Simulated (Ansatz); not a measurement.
Ti$_{3}$C$_{2}$O$_{2}$:
```cif
data_C2O2Ti3
_chemical_formula_sum 'O2 Ti3 C2'
_space_group_name_H-M_alt 'P-3m1'
_space_group_IT_number 164
_space_group_name_Hall '-P 3 2"'
_cell_length_a 3.01119
_cell_length_b 3.01119
_cell_length_c 9.79894
_cell_angle_alpha 90.000
_cell_angle_beta 90.000
_cell_angle_gamma 120.000
loop_
_atom_site_label
_atom_site_type_symbol
_atom_site_symmetry_multiplicity
_atom_site_Wyckoff_symbol
_atom_site_fract_x
_atom_site_fract_y
_atom_site_fract_z
_atom_site_occupancy
O1 O 2 c 0.00000 0.00000 0.35375 1
Ti1 Ti 2 d 0.66667 0.33333 0.26063 1
C1 C 2 d 0.33333 0.66667 0.12734 1
Ti2 Ti 1 a 0.00000 0.00000 0.00000 1
```

Relaxed at zero pressure with PBE+D3(BJ) (plane waves, PAW; program Ansatz).

Question: The volume is lowered by 6 % and shape and atoms relax at that volume. What pressure results, and how do the axes share the change?

Answer: 7.7 GPa; a -1.1 %, b -1.1 %, c -3.9 %; the energy rises by 14 meV/atom.

Question: Give the new structure.

Answer: 
Space group P-3m1 (No. 164); a = 2.9782 Å, b = 2.9782 Å, c = 9.4159 Å, α = 90.00°, β = 90.00°, γ = 120.00°

```json
[
 {"atom": "O", "site": "2c", "symmetry": "3m.", "x": "0.0000", "y": "0.0000", "z": "0.3659"},
 {"atom": "Ti", "site": "2d", "symmetry": "3m.", "x": "0.6667", "y": "0.3333", "z": "0.2688"},
 {"atom": "C", "site": "2d", "symmetry": "3m.", "x": "0.3333", "y": "0.6667", "z": "0.1315"},
 {"atom": "Ti", "site": "1a", "symmetry": "-3m.", "x": "0.0000", "y": "0.0000", "z": "0.0000"}
]
```

The phase is kept; no other phase was compared at this pressure.

The start of the workflow was typed in or built on a structure type; neither database checked (COD, Materials Project) lists it. Its standing as an ambient phase is unchecked. Symmetry was held in the PBE+D3(BJ) relaxation; whether a distortion lowers the energy is not shown. The workflow began spin-polarised and lost its moments.

Potentials: the later of the program's two PAW sets.
